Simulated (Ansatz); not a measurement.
# Equation of state of indium, simple cubic

Level of theory: DFT, LDA (PW92), plane waves (420 eV) with PAW, scalar-relativistic (Ansatz 0.2.0). The PAW files were generated under PBE, with cores re-solved for the functional.

The cell is scaled uniformly from the relaxed one, with fractional coordinates and shape fixed. Energies are extrapolated to zero smearing, pressures are those at the given smearing. Magnetic state: spin not included.

```csv
V (Å³/atom),E − E₀ (meV/atom),P (GPa)
23.089,69.5,8.15
24.139,27.7,4.76
25.188,5.8,2.06
26.238,-0.2,-0.07
27.287,6.3,-1.70
28.337,22.1,-2.90
29.386,44.6,-3.81
```

(1) Fit a third-order Birch-Murnaghan equation.

Results:

(1) V₀ = 26.17 Å³/atom, B₀ = 47 GPa, B₀′ = 5.5.
